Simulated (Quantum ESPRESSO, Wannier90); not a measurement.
## Wannier functions of BeTe (zinc blende)

```yaml
crystal:
  lattice:
    - [0.00000, 2.83146, 2.83146]
    - [2.83146, 0.00000, 2.83146]
    - [2.83146, 2.83146, 0.00000]
  atoms:
    - { symbol: Be, position: [0.00000, 0.00000, 0.00000] }
    - { symbol: Te, position: [0.25000, 0.25000, 0.25000] }
```

Cell from Materials Project (mp-252), symmetrised, no further relaxation. COD (Crystallography Open Database) has an entry of this formula and space group (matched by these alone). Method: PBE plane waves in Quantum ESPRESSO 7.5 (PseudoDojo norm-conserving files, 71 Ry, no spin polarisation, no spin-orbit coupling), Bloch states on a 8×8×8 mesh through Γ, Wannier90 4.0.1. Density: 10×10×10 mesh, cold smearing 0.01 Ry. Spin-orbit coupling is left out although heavy elements are present.

Functional, cutoff and mesh named above are those of the base row (8×8×8); the first column says what each row takes instead. Model: 4 functions from bands 7-10, start SCDM (isolated) (the valence bands). Energies are relative to the valence-band maximum; the misfit is to pw.x on a path, for all bands of the set. Only the mesh of Bloch states changes. Ω_total can sit in another minimum from row to row; Ω_I of an isolated set cannot.

Among the meshes 3×3×3, 4×4×4, 5×5×5, 7×7×7, 8×8×8, 10×10×10, which is the coarsest that interpolates to 20 meV rms?

7×7×7.

| mesh | Ω_I (Å²) | Ω_total (Å²) | rms misfit (meV) | k-points (cost) | rough cost of nscf and overlaps (first row = 1) |
|---|---|---|---|---|---|
| 3×3×3 | 5.13 | 5.88 | 196 | 27 | 1.0 |
| 4×4×4 | 5.86 | 6.64 | 55 | 64 | 1.9 |
| 5×5×5 | 6.34 | 7.11 | 43 | 125 | 3 |
| 7×7×7 | 6.86 | 7.60 | 11 | 343 | 9 |
| 8×8×8 | 7.00 | 7.73 | 5.0 | 512 | 13 |
| 10×10×10 | 7.18 | 7.88 | 1.8 | 1000 | 24 |

Ω_I still rises with the mesh: the finite-difference spreads converge slowly and from below.
